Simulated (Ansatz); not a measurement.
Hf$_{2}$N:
```
Hf2N
1.0
    5.32641     0.00000     0.00000
    0.00000     5.32641     0.00000
    0.00000     0.00000     3.24777
Hf N
4 2
Direct
  0.29535   0.29535   0.00000
  0.70465   0.70465   0.00000
  0.20465   0.79535   0.50000
  0.79535   0.20465   0.50000
  0.00000   0.00000   0.00000
  0.50000   0.50000   0.50000
```

Relaxed with r²SCAN. Special points in fractions of this cell's reciprocal vectors: Γ (0.000, 0.000, 0.000); X (0.000, 0.500, 0.000); M (0.500, 0.500, 0.000); Z (0.000, 0.000, 0.500); R (0.000, 0.500, 0.500); A (0.500, 0.500, 0.500).

Q: List the band energies nearest the Fermi level at these points for r²SCAN with spin–orbit coupling (plane waves, PAW; program Ansatz).

A: In eV from the Fermi level; about four levels below and three above (degenerate sets whole), none deeper than 8.9 eV; points with the same levels are listed once.

```json
[
 {"k": "Γ", "below": "-2.31 -2.31 -0.56 -0.56", "above": "0.89 0.89 0.91 0.91"},
 {"k": "X", "below": "-1.19 -1.19 -1.19 -1.19", "above": "1.30 1.30 1.30 1.30"},
 {"k": "M", "below": "-1.52 -1.52 -1.52 -1.52", "above": "0.98 0.98 0.98 0.98"},
 {"k": "Z", "below": "-1.31 -1.31 -1.31 -1.31", "above": "2.21 2.21 2.21 2.21"},
 {"k": "R", "below": "-1.18 -1.18 -1.14 -1.14", "above": "1.68 1.68 1.85 1.85"},
 {"k": "A", "below": "-0.83 -0.83 -0.83 -0.83", "above": "1.23 1.23 1.23 1.23"}
]
```

Space group P4_2/mnm (anti-rutile). The first step of the workflow began from a Materials Project structure, measured or hypothetical; the Crystallography Open Database copy checked does not list it. Whether it is the stable phase at ambient conditions was not checked. Symmetry was held in the r²SCAN relaxation; its stability against distortions is not shown here. The run is not spin-polarised.

Potentials: the later of the program's two PAW sets.
